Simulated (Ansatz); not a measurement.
CoSi (FeSi type, space group P2_13)

```xyz
8
Lattice="4.3831 0.0000 0.0000 0.0000 4.3831 0.0000 0.0000 0.0000 4.3831" Properties=species:S:1:pos:R:3 pbc="T T T"
Co     0.6383     0.6383     0.6383
Co     2.8298     1.5532     3.7448
Co     3.7448     2.8298     1.5532
Co     1.5532     3.7448     2.8298
Si     3.6978     3.6978     3.6978
Si     1.5063     2.8768     0.6852
Si     0.6852     1.5063     2.8768
Si     2.8768     0.6852     1.5063
```

The slice is a {110} plane (indices of the conventional cell) through the point (0.146, 0.146, 0.146) (fractional), spanned by u = [100] and v = [011] in vectors of this cell: u (4.38 Å) and v (6.20 Å, at 90° to u). It covers one period; positions are fractions (u, v).

The numbers are results of r2SCAN (plane waves to 500 eV, PAW, scalar-relativistic; Ansatz, a first-principles code), not measurements. k mesh 11×11×11. These are valence fields of a PAW run, semicore shells included where kept as valence: close to a nucleus they are smooth pseudo fields. At this level the bands of CoSi touch or barely overlap. CoSi is run without spin polarisation. CoSi was relaxed with its symmetry unable to fall.

Three fields on this plane, each scaled to ten steps between its own extremes (0 low, 9 high; the total valence density on a logarithmic scale, the potential cut 8 eV below its top; x marks points blanked near nuclei; v = 0 in the bottom row):

Map A
```
|xxxxx14677787751xxxx|
|xxxxx13445566652xxxx|
|xxxx0122234567752xxx|
|xxx02221124578x874xx|
|112333222356xxxxx852|
|44433222356xxxxxxx86|
|6421111357xxxxxxxxx8|
|520xxx1258xxxxxxxxx8|
|41xxxxx148xxxxxxxxx8|
|3xxxxxxx37xxxxxxxxx7|
|2xxxxxxx158xxxxxxx86|
|2xxxxxxx0479xxxxx975|
|31xxxxxx036788888765|
|532xxxx0134555555666|
|77532101223322123467|
|88864322222100001468|
|x987532222100xxx1368|
|xx76421122210xxxx368|
|x865311123421xxx1368|
|87642101356531x01468|
|77542112478874212467|
|655422235xxxx7543456|
|22233445xxxxxx764322|
|xxx1356xxxxxxx8641xx|
|xxxx258xxxxxxx962xxx|
|xxxxx48xxxxxxx85xxxx|
|xxxxx389xxxxxx73xxxx|
|xxxxx268xxxxx862xxxx|
```

Map B
```
|xxxxx64455666667xxxx|
|xxxxx42223455556xxxx|
|xxxx5210013455678xxx|
|xxx53100012456x889xx|
|765432000235xxxxx887|
|55444322235xxxxxxx76|
|5556654445xxxxxxxxx6|
|667xxx8666xxxxxxxxx7|
|68xxxxx977xxxxxxxxx7|
|7xxxxxxx88xxxxxxxxx7|
|7xxxxxxx877xxxxxxx76|
|6xxxxxxx7667xxxxx765|
|68xxxxxx545677877655|
|679xxxx4333456776655|
|67787642112356776666|
|77765421012357888777|
|x765421001246xxx9887|
|xx64310001357xxxx988|
|x654200002468xxx9887|
|66531000235789x98777|
|65432111356888876666|
|655322234xxxx8765556|
|77643345xxxxxx765567|
|xxx6555xxxxxxx7667xx|
|xxxx766xxxxxxx877xxx|
|xxxxx77xxxxxxx88xxxx|
|xxxxx777xxxxxx78xxxx|
|xxxxx766xxxxx778xxxx|
```

Map C
```
|xxxxx46531002453xxxx|
|xxxxx68865445554xxxx|
|xxxx4799876544331xxx|
|xxx47899975300x000xx|
|345788998630xxxxx002|
|67777788740xxxxxxx04|
|6665456662xxxxxxxxx3|
|552xxx1441xxxxxxxxx1|
|42xxxxx030xxxxxxxxx1|
|3xxxxxxx21xxxxxxxxx2|
|3xxxxxxx230xxxxxxx03|
|4xxxxxxx3530xxxxx035|
|51xxxxxx576410001466|
|530xxxx5788754334566|
|33223467898764444554|
|01235689998642012321|
|x003579999863xxx0000|
|xx02578999751xxxx000|
|x002578888752xxx0000|
|00135677765320x02221|
|33456665310001234544|
|555666420xxxx0356665|
|34566530xxxxxx156654|
|xxx3551xxxxxxx0454xx|
|xxxx341xxxxxxx033xxx|
|xxxxx31xxxxxxx02xxxx|
|xxxxx320xxxxxx12xxxx|
|xxxxx342xxxxx032xxxx|
```

Q: Assign the maps to these fields: electron localisation function (ELF); valence electron density; electrostatic potential energy of an electron, from the cell's mean.

A: A is the electron localisation function (ELF); B is the valence electron density; C is the electrostatic potential energy of an electron, from the cell's mean.
